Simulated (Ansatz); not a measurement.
Two inputs for PtSe2

This input was run with Ansatz:

```yaml
crystal:
  lattice:
    - [3.717306548, 0.0, 0.0]
    - [-1.858653274, 3.2192819042, 0.0]
    - [0.0, 0.0, 5.82007402]
  atoms:
    - { symbol: Pt, position: [0.0, 0.0, 0.0] }
    - { symbol: Se, position: [0.6666666667, 0.3333333333, 0.77461184] }
    - { symbol: Se, position: [0.3333333333, 0.6666666667, 0.22538816] }
kpoints:
  mp_grid: { grid: [3, 3, 2] }
scf:
  occupations: { method: fermi_dirac, width: 0.02 }
  n_extra_bands: 8
hamiltonian:
  xc: pbe
  pseudopotentials: { kind: paw, frozen_core: stored }
output:
  forces: true
  stress: true
  populations: true
  efg: {}
```

```sh
ansatz run input.yaml --threads 1 --pin off --max-ram 3072MiB --backend cpu --events-out ev --progress --plain --runs-dir out
```

It converged. Of its output the block on the nuclei alone is shown, without the SCF iterations, energies, forces and stress (one atom of each set):

```
--- PAW observables at the nuclei: V_zz in 10²¹ V/m², potentials from the cell's mean, atoms counted from 1 ---
  atom   1  Pt V_zz =    +9.372129   η = 0.0000   by run symmetry: allowed
            electrostatic potential = -16111.899465 V   contact ρ = none
  atom   2  Se V_zz =    -3.035457   η = 0.0000   by run symmetry: allowed
            electrostatic potential = -4712.489770 V   contact ρ = none
```

Question: Can these gradients be trusted, and how do they compare with a run on standard settings?

Answer: Not as converged values. Against the standard input the change is `kpoints.mp_grid.grid`: [9, 9, 5] → [3, 3, 2]; `scf.n_extra_bands`: not typed → 8. A site carries the number of its first atom; V_zz in 10²¹ V/m².

```csv
site,atom,V_zz standard,η standard,V_zz here,η here
Pt,1,8.98,0.00,9.37,0.00
Se,2,-7.82,0.00,-3.04,0.00
```

The largest change of V_zz is on Se, from -7.82 to -3.04. In per cent, |V_zz| changes by +4 on Pt, -61 on Se (all sites that start above 0.5). SCF iterations: 7 and 7. In the changed run the k-mesh is coarser than the standard one, so its values aren't converged ones.

On the reference run: Spin–orbit coupling is left out, which shifts gradients on Pt by a few per cent in wide-gap crystals, and can shift them far more where the calculated gap is small or absent, as here.
